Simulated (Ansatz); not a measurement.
A distorted cell of KCl (rock salt):

```
KCl
1.0
    0.00000     3.18926     3.06169
    3.18926     0.00000     3.06169
    3.18926     3.18926     0.00000
Cl K
1 1
Direct
  0.00000   0.00000   0.00000
  0.50000   0.50000   0.50000
```

These are r2SCAN (plane waves to 500 eV, PAW, scalar-relativistic; Ansatz, a program for electronic structure) values and carry that method's errors. k mesh 9×9×9 (Γ-centred), Fermi-Dirac smearing 0.05 eV. The energy includes the smearing's −TS. Stress and pressure are positive under compression. KCl was relaxed with its symmetry unable to fall.

### Question
What is the stress tensor (GPa)?

### Answer
```
   -0.5      0.0      0.0
    0.0     -0.5      0.0
    0.0      0.0      1.3
```
The pressure, a third of the trace, is 0.1 GPa.

### Question
It is the relaxed cell deformed to V/V₀ = 1.000, (c/a)/(c/a)₀ = 0.960, c along z, fractional positions held. What is its energy relative to the relaxed cell?

### Answer
4.6 meV/atom.

(Under strain, the slope of the energy per volume gives the stress and its curvature an elastic modulus.)
